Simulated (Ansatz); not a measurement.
## Kick test of a cell of Hf3TiN4

The structure comes from a generated guess, relaxed at this level; another structure or a mixture of phases may lie lower.

All numbers below come from DFT PBE, scalar-relativistic, plane waves, PAW (Ansatz 0.2.0). Plane waves to 420 eV, a k mesh through Γ of 8×8×8 on the computed 8-atom cell and Gaussian smearing (0.10 eV); no spin polarisation.

The cell below (8 atoms, space group Pm-3m (No. 221)) is relaxed within its symmetry.

```
Hf Ti N
1.0
     4.49046    0.00000    0.00000
     0.00000    4.49046    0.00000
     0.00000    0.00000    4.49046
Hf Ti N
3 1 4
Direct
  0.50000 0.00000 0.00000
  0.00000 0.00000 0.50000
  0.00000 0.50000 0.00000
  0.50000 0.50000 0.50000
  0.00000 0.50000 0.50000
  0.50000 0.50000 0.00000
  0.00000 0.00000 0.00000
  0.50000 0.00000 0.50000
```

For the test it was strained at random (σ = 1.5 % a component), the atoms were moved at random (σ = 0.05 Å), and all was relaxed again on a coarse 6×6×6 mesh (in the run’s order of axes) with 0.20 eV smearing, with no symmetry imposed.

Spin–orbit coupling, which can matter for Hf, is left out.

Question: Does it come back?

Answer: It returns, within 1 meV/atom of the unmoved cell on that mesh and with the same symmetry when read at 0.1 Å. So it is stable against the distortions that fit this cell and that this random move excites. Modes that don't fit the cell aren't tested.
